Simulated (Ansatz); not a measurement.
HfB2: stiffness from a series of strains

```xyz
3
Lattice="3.1400 0.0000 0.0000 -1.5700 2.7193 0.0000 0.0000 0.0000 3.4800" Properties=species:S:1:pos:R:3 pbc="T T T"
Hf    0.0000    0.0000    0.0000
B     0.0000    1.8129    1.7400
B     1.5700    0.9064    1.7400
```

Atom numbers follow the list: Hf1, B2, B3.

The cell comes from COD entry 1510711, which wasn't checked; take it as a given geometry.

No spin–orbit coupling, which matters for the heavy atoms here.

Computed with Ansatz 0.2.0, DFT, PBEsol, all-electron LAPW, scalar-relativistic.

Sampling and basis: a Γ-centred 15×15×12 k mesh, Fermi–Dirac smearing of 0.03 eV, basis error target 1 meV/atom, no spin polarisation.

The strain is applied along the Cartesian axes of the cell as listed (the other components stay zero). Fractional coordinates are held (clamped ions).

σ is the change of stress from the unstrained cell, which is at -4.30 GPa; tension is positive, so slopes are stress–strain coefficients at that pressure. In a metal the k mesh adds noise.

Only quantities that a quadratic follows smoothly over the whole series are listed; rougher ones are left out.

```csv
εzz,σzz (GPa),σxx (GPa)
-0.0200,-9.26,-2.51
0.0000,0.00,0.00
0.0100,4.25,1.12
0.0200,8.28,2.15
```

Q: Fit the series and read off the stiffness at zero strain.

A: Least-squares fits y = p0 + p1 x + p2 x² to the rows give σzz (GPa): p1 = 438, p2 = -1200; σxx (GPa): p1 = 116, p2 = -450. So C33 = 438 GPa and C13 = 116 GPa, for these axes.

Q: One run, at εzz = -0.0100, is withheld. Predict its row.

A: The fits give -4.51, -1.21; the run gave -4.51, -1.21.
